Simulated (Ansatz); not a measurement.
**Ca3SbP (Pm-3m), clamped-ion strain scan**

All numbers below come from Ansatz, DFT PBEsol, scalar-relativistic, plane waves, PAW. The runs took a 420 eV cutoff, a Γ-centred 6×6×6 mesh and Gaussian smearing (0.05 eV). Spin–orbit coupling is left out, which matters for the heavy elements here. No spin polarisation. Energies are free energies at this smearing, counted from the undisturbed cell; pressure is positive in compression.

The starting cell (as given, not relaxed at this level; it stands at -1.4 GPa, and it needn't be the usual structure):

```
CELL_PARAMETERS angstrom
5.38244 0.00000 0.00000
0.00000 5.38244 0.00000
0.00000 0.00000 5.38244
ATOMIC_POSITIONS crystal
Ca 0.00000 0.50000 0.50000
Ca 0.50000 0.00000 0.50000
Ca 0.50000 0.50000 0.00000
Sb 0.00000 0.00000 0.00000
P 0.50000 0.50000 0.50000
```

The cell is strained by ε times the Voigt pattern (0, 0, 1, 0, 0, 0) (xx, yy, zz, yz, xz, xy; engineering shear) with fractional coordinates fixed.

```tsv
ε	ΔE (meV/atom)	stress summed along the pattern (GPa, tension positive)	gap on the mesh (eV)
-0.1000	104.2	-14.27	0.07
-0.0500	14.3	-4.80	0.34
0.0000	0.0	1.39	0.59
0.0250	12.2	3.55	0.45
0.0750	62.3	6.48	0.18
0.1000	96.3	7.42	0.06
```